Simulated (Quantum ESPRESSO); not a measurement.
Ga₃SiCN₃ (made-up cell) (calculated)

Computed with Quantum ESPRESSO 7.5. Calculation on a made-up crystal cell, not a measurement: periodic Kohn-Sham density functional theory in plane waves with PseudoDojo standard norm-conserving scalar-relativistic pseudopotentials, each functional with its own files (v0.5 for PBE, v0.4.1 for LDA and PBEsol), no spin polarisation, no spin-orbit coupling, atoms not relaxed, stress positive in tension, energies less a fixed whole-eV offset for each atom's element; levels are Kohn-Sham levels at fractions of this cell's reciprocal vectors, counted from the reference band (half the neutral cell's valence electrons, rounded up) at Gamma; error bars cover cutoff and k-mesh only, not smearing or the files; added strain carries the atoms with the cell, and shear is the tensor component; each bar is the largest change over components, and at least 0.002 eV, 0.002 eV per angstrom or 0.02 GPa; energies are for the whole cell, and the offsets were chosen from early runs and are not element reference energies.

Settings shared by all entries: lattice type zincblende/diamond; functional pbe; cutoff 1143 eV; fermi dirac smearing 0.025 eV; scf tolerance 1e-07 eV; electrons removed 0; added strain kind zz; k mesh 4 x 4 x 4, shifted by half a step.

(1) Ga₃SiCN₃ (made-up cell)

Unstrained structure:
```
CELL_PARAMETERS angstrom
4.54710 0.01680 -0.02410
0.01680 4.56330 0.05560
-0.02410 0.05560 4.62370
ATOMIC_POSITIONS crystal
Ga 0.97513 0.98417 0.99018
Ga 0.97376 0.49881 0.50902
Si 0.50403 0.02587 0.51550
Ga 0.48855 0.52767 0.99804
N 0.24246 0.25743 0.26960
N 0.22341 0.77183 0.75605
C 0.75142 0.27171 0.74931
N 0.76742 0.75169 0.25908
```

```
added strain             : -0.0005
structure shown          : before the added strain of -0.0005
free energy less offsets : -2.964 eV
smearing term minus ts   : 0 eV
scf iterations           : 11
pressure                 : -3.674 GPa
stress xx                : 4.099 GPa
stress yy                : 3.591 GPa
stress zz                : 3.333 GPa
stress yz                : 6.794 GPa
stress xz                : 1.909 GPa
stress xy                : 1.092 GPa
reference band           : 31
error bar energy         : 0.003881 eV
error bar stress         : 0.02 GPa
error bar force          : 0.002 eV/Å
error bar next band up   : 0.002 eV
error bars from          : tighter rerun of a related cell
```

Atoms:
```
atoms element  atom site  atom energy offset (eV)
           Ga          1                    -2080
           Ga          2                    -2080
           Si          3                     -115
           Ga          4                    -2080
            N          5                     -283
            N          6                     -283
            C          7                     -163
            N          8                     -283
```

Forces:
```
site  x (eV/Å)  y (eV/Å)  z (eV/Å)
   1    0.5264     2.592    0.9452
   2     2.644    0.3147   -0.7051
   3    -1.265    0.4809   -0.5887
   4   0.04823    -1.453    0.4976
   5     1.669    -1.232    0.2742
   6     2.933    0.1195    -1.981
   7    -3.177    -2.534    0.9294
   8    -3.379     1.712    0.6281
```

Levels:
```
level k point  next band up (eV)
        Gamma              1.256
(1/2,1/2,1/2)               2.51
   (0.15,0,0)              1.771
   (0,0.15,0)              1.838
   (0,0,0.15)              1.778
```

(2) Ga₃SiCN₃ (made-up cell)

Structure as in entry 1.

```
added strain             : 0.0024
structure shown          : before the added strain of 0.0024
free energy less offsets : -2.957 eV
smearing term minus ts   : 0 eV
scf iterations           : 11
pressure                 : -4.13 GPa
stress xx                : 4.397 GPa
stress yy                : 3.901 GPa
stress zz                : 4.091 GPa
stress yz                : 6.679 GPa
stress xz                : 1.88 GPa
stress xy                : 1.074 GPa
reference band           : 31
error bar energy         : 0.003881 eV
error bar stress         : 0.02 GPa
error bar force          : 0.002 eV/Å
error bar next band up   : 0.002 eV
error bars from          : tighter rerun of a related cell
```

Atoms:
```
atoms element  atom site  atom energy offset (eV)
           Ga          1                    -2080
           Ga          2                    -2080
           Si          3                     -115
           Ga          4                    -2080
            N          5                     -283
            N          6                     -283
            C          7                     -163
            N          8                     -283
```

Forces:
```
site  x (eV/Å)  y (eV/Å)  z (eV/Å)
   1    0.5193     2.567    0.9414
   2     2.618    0.3156   -0.7033
   3    -1.264    0.4839   -0.5852
   4   0.04869    -1.447     0.494
   5     1.663    -1.224    0.2821
   6      2.91    0.1195    -1.966
   7    -3.152    -2.514    0.9162
   8    -3.343     1.698    0.6209
```

Levels:
```
level k point  next band up (eV)
        Gamma               1.24
(1/2,1/2,1/2)              2.487
   (0.15,0,0)              1.759
   (0,0.15,0)              1.828
   (0,0,0.15)              1.765
```

(3) Ga₃SiCN₃ (made-up cell)

Structure as in entry 1.

```
added strain             : 0.0132
structure shown          : before the added strain of 0.0132
free energy less offsets : -2.922 eV
smearing term minus ts   : 0 eV
scf iterations           : 11
pressure                 : -5.771 GPa
stress xx                : 5.446 GPa
stress yy                : 4.989 GPa
stress zz                : 6.877 GPa
stress yz                : 6.27 GPa
stress xz                : 1.78 GPa
stress xy                : 1.002 GPa
reference band           : 31
error bar energy         : 0.003881 eV
error bar stress         : 0.02 GPa
error bar force          : 0.002 eV/Å
error bar next band up   : 0.002 eV
error bars from          : tighter rerun of a related cell
```

Atoms:
```
atoms element  atom site  atom energy offset (eV)
           Ga          1                    -2080
           Ga          2                    -2080
           Si          3                     -115
           Ga          4                    -2080
            N          5                     -283
            N          6                     -283
            C          7                     -163
            N          8                     -283
```

Forces:
```
site  x (eV/Å)  y (eV/Å)  z (eV/Å)
   1    0.4963     2.474    0.9244
   2     2.522    0.3182   -0.6963
   3    -1.258    0.4946   -0.5704
   4   0.04924    -1.422    0.4793
   5     1.638    -1.192    0.3089
   6     2.826    0.1208    -1.906
   7    -3.058    -2.442    0.8656
   8    -3.215     1.647    0.5948
```

Levels:
```
level k point  next band up (eV)
        Gamma              1.179
(1/2,1/2,1/2)              2.398
   (0.15,0,0)              1.715
   (0,0.15,0)              1.791
   (0,0,0.15)              1.711
```

(4) Ga₃SiCN₃ (made-up cell)

Structure as in entry 1.

```
added strain    : 0.0171
structure shown : before the added strain of 0.0171
```

Atoms:
```
atoms element  atom site  atom energy offset (eV)
           Ga          1                    -2080
           Ga          2                    -2080
           Si          3                     -115
           Ga          4                    -2080
            N          5                     -283
            N          6                     -283
            C          7                     -163
            N          8                     -283
```

Question: Estimate the stress yy of Ga₃SiCN₃ (made-up cell) (entry 4).
Answer: 5.357 GPa

Further results for Ga₃SiCN₃ (made-up cell) (entry 4):

```
free energy less offsets : -2.905 eV
smearing term minus ts   : 0 eV
scf iterations           : 11
pressure                 : -6.344 GPa
stress xx                : 5.802 GPa
stress zz                : 7.872 GPa
stress yz                : 6.129 GPa
stress xz                : 1.743 GPa
stress xy                : 0.9772 GPa
reference band           : 31
error bar energy         : 0.003881 eV
error bar stress         : 0.02 GPa
error bar force          : 0.002 eV/Å
error bar next band up   : 0.002 eV
error bars from          : tighter rerun of a related cell
```

Forces:
```
site  x (eV/Å)  y (eV/Å)  z (eV/Å)
   1    0.4887     2.441    0.9174
   2     2.488    0.3188   -0.6937
   3    -1.257    0.4984   -0.5659
   4   0.04949    -1.413    0.4743
   5      1.63    -1.181    0.3189
   6     2.795    0.1216    -1.884
   7    -3.025    -2.416    0.8479
   8    -3.169     1.629    0.5853
```

Levels:
```
level k point  next band up (eV)
        Gamma              1.156
(1/2,1/2,1/2)              2.366
   (0.15,0,0)              1.698
   (0,0.15,0)              1.776
   (0,0,0.15)              1.691
```
